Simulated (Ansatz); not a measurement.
CdS: quadrupole couplings from first principles

```
CELL_PARAMETERS angstrom
4.16884 0.00000 0.00000
-2.08442 3.61032 0.00000
0.00000 0.00000 6.77962
ATOMIC_POSITIONS crystal
Cd 0.66667 0.33333 0.50022
Cd 0.33333 0.66667 0.00022
S 0.66667 0.33333 0.87678
S 0.33333 0.66667 0.37678
```

Atom numbers follow the list: Cd1, Cd2, S3, S4.

The conventional cell has a = 4.169 Å, b = 4.169 Å, c = 6.780 Å, α = 90.00°, β = 90.00°, γ = 120.00°. Around Cd (atom 1) lie 4 S at 2.55 Å. S (atom 3) has 4 Cd at 2.55 Å as nearest neighbours.

Structure from Materials Project entry mp-672 (possibly hypothetical), not relaxed further.

All numbers are computed: DFT, r2SCAN, all-electron PAW with datasets made for the crystal, scalar-relativistic (Ansatz 0.2.0); DFT, r2SCAN, PAW with Ansatz's default frozen-core files, scalar-relativistic (Ansatz 0.2.0).

For the crystal-made all-electron datasets (AE datasets): a Γ-centred 8×8×5 k mesh, Fermi–Dirac smearing of 0.02 eV, cutoff 260 eV (chosen by the program for this cell), no spin polarisation. PAW takes a cutoff of 500 eV at this cell (files made with PBE, cores remade for this functional). The Ansatz runs share mesh, smearing and spin set-up.

No spin–orbit coupling: at heavy atoms the gradients can be off by tens of per cent for that reason.

Vzz is the principal value of largest size of the traceless field-gradient tensor, in 10²¹ V/m², and η = (Vxx − Vyy)/Vzz with |Vzz| ≥ |Vyy| ≥ |Vxx|.

Question: Give the field gradient at each independent site.

Answer: 
| site | site symmetry | Vzz (η), AE datasets | Vzz (η), PAW |
| --- | --- | --- | --- |
| Cd1 | 3m. | 0.30 (η = 0.00) | 0.29 (η = 0.00) |
| S3 | 3m. | 0.01 (η = 0.00) | 0.01 (η = 0.00) |
